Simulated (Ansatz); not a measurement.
A geometry of La2O3 away from equilibrium: step 2 of the relaxation of a randomly generated symmetric cell of La2O3 (space group No. 194). Method: PBE (plane waves to 420 eV, PAW, scalar-relativistic; Ansatz, a first-principles code). Γ-centred k-mesh 6×6×3 on the run's cell (coarser than for final values), Fermi–Dirac smearing 0.05 eV. The plane waves were selected for a different cell earlier on the path.

```yaml
crystal:
  lattice:
    - [4.45778, 0.00000, 0.00000]
    - [-2.22889, 3.86055, 0.00000]
    - [0.00000, 0.00000, 9.76855]
  atoms:
    - { symbol: La, position: [0.00000, 0.00000, 0.00000] }
    - { symbol: La, position: [0.00000, 0.00000, 0.50000] }
    - { symbol: La, position: [0.33333, 0.66667, 0.25000] }
    - { symbol: La, position: [0.66667, 0.33333, 0.75000] }
    - { symbol: O, position: [0.00000, 0.00000, 0.25000] }
    - { symbol: O, position: [0.00000, 0.00000, 0.75000] }
    - { symbol: O, position: [0.33333, 0.66667, 0.66957] }
    - { symbol: O, position: [0.33333, 0.66667, 0.83043] }
    - { symbol: O, position: [0.66667, 0.33333, 0.33043] }
    - { symbol: O, position: [0.66667, 0.33333, 0.16957] }
```

**Question.** Give the Cartesian forces on all atoms (eV/Å).

**Answer.** 
| atom | Fx | Fy | Fz |
|---|---|---|---|
| La1 | 0.00 | 0.00 | 0.00 |
| La2 | 0.00 | 0.00 | 0.00 |
| La3 | 0.00 | 0.00 | 0.00 |
| La4 | 0.00 | 0.00 | 0.00 |
| O5 | 0.00 | 0.00 | 0.00 |
| O6 | 0.00 | 0.00 | 0.00 |
| O7 | 0.00 | 0.00 | -2.04 |
| O8 | 0.00 | 0.00 | 2.04 |
| O9 | 0.00 | 0.00 | 2.04 |
| O10 | 0.00 | 0.00 | -2.04 |

The path ends in P6₃/mmc (No. 194). No spin polarisation in the result.

The run could not lose the symmetry of its start, so the end can be a saddle point.

The end of the path is a generated cell of La2O3: the first start was made by a random draw of sites in a space group, and the end was not matched to a known phase here, so it may be hypothetical. Known forms of La2O3 include space group No. 164.
